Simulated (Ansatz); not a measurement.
Given:

SnO₂ (rutile)

```
CELL_PARAMETERS angstrom
      4.82754     0.00000     0.00000
      0.00000     4.82754     0.00000
      0.00000     0.00000     6.47631
ATOMIC_POSITIONS crystal
  Sn 0.00000 0.00000 0.00000
  Sn 0.00000 0.00000 0.50000
  Sn 0.50000 0.50000 0.25000
  Sn 0.50000 0.50000 0.75000
  O  0.30658 0.30658 0.00000
  O  0.30658 0.30658 0.50000
  O  0.80658 0.19342 0.25000
  O  0.80658 0.19342 0.75000
  O  0.19342 0.80658 0.25000
  O  0.19342 0.80658 0.75000
  O  0.69342 0.69342 0.00000
  O  0.69342 0.69342 0.50000
```

A phonon eigenvector at Z = (0.0, 0.0, 0.5) is frozen into this cell: atom i moves by Q times the vector below, so Q is the largest atomic displacement, in Å. The cell is held. It is one choice among 2 degenerate patterns. (q is in reciprocal vectors of the primitive cell; the cell shown is doubled to hold the pattern.)

```tsv
atom	x	y	z
Sn1	-0.070	0.070	0.000
Sn2	0.070	-0.070	0.000
Sn3	-0.707	-0.707	0.000
Sn4	0.707	0.707	0.000
O5	0.018	-0.018	-0.378
O6	-0.018	0.018	0.378
O7	0.181	0.181	0.038
O8	-0.181	-0.181	-0.038
O9	0.181	0.181	-0.038
O10	-0.181	-0.181	0.038
O11	0.018	-0.018	0.378
O12	-0.018	0.018	-0.378
```

All values below come from PBE (plane waves to 420 eV, PAW, scalar-relativistic; Ansatz, a quantum-chemistry and plane-wave program). k mesh 7×7×5 (Γ-centred), Fermi-Dirac smearing 0.05 eV. Energies are smeared free energies. SnO2 was relaxed with its symmetry unable to fall. The zero of ΔE is the undisplaced structure.

The scan covers Q from -0.280 to 0.280 Å in 13 points.

**Question.** Which space group does the distorted structure have?

**Answer.** C222_1 (No. 20), lowered from P4_2/mnm.

**Question.** What is the energy change at Q = 0.280 Å?

**Answer.** 574 meV/cell.

**Question.** What harmonic wavenumber does the curvature at Q = 0 give?

**Answer.** 126 cm⁻¹.

(For displaced atoms, the force is minus the slope of the energy, and its curvature is a force constant, which sets phonon frequencies.)
